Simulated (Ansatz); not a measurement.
Ir:
```
CELL_PARAMETERS angstrom
      0.00000     1.91513     1.91513
      1.91513     0.00000     1.91513
      1.91513     1.91513     0.00000
ATOMIC_POSITIONS crystal
  Ir 0.00000 0.00000 0.00000
```

Relaxed with PBEsol. Special points in fractions of this cell's reciprocal vectors: Γ (0.000, 0.000, 0.000); X (0.500, 0.000, 0.500); U (0.625, 0.250, 0.625); K (0.375, 0.375, 0.750); L (0.500, 0.500, 0.500); W (0.500, 0.250, 0.750).

Problem. List the band energies nearest the Fermi level at these points for the program Ansatz at the PBEsol level (PAW).

Solution. In eV from the Fermi level; about four levels below and three above (degenerate sets whole), none deeper than 8.9 eV; … stands for higher levels left out; points with the same levels are listed once.

```json
[
 {"k": "Γ", "below": "-3.98 -3.98 -3.98", "above": "…"},
 {"k": "X", "below": "-8.07 -7.49", "above": "0.87 1.48 1.48"},
 {"k": "U", "below": "-7.09 -6.11 -2.98 -0.93", "above": "0.58 …"},
 {"k": "L", "below": "-8.25 -4.09 -4.09 -0.88", "above": "…"},
 {"k": "W", "below": "-6.39 -4.99 -4.99 -1.88", "above": "1.48 …"}
]
```

Space group Fm-3m (fcc (Cu type)). Symmetry was held in the PBEsol relaxation. The run is not spin-polarised. Scalar-relativistic: spin–orbit coupling is off unless named, which matters more the heavier the elements.

Potentials: the later of the program's two PAW sets.
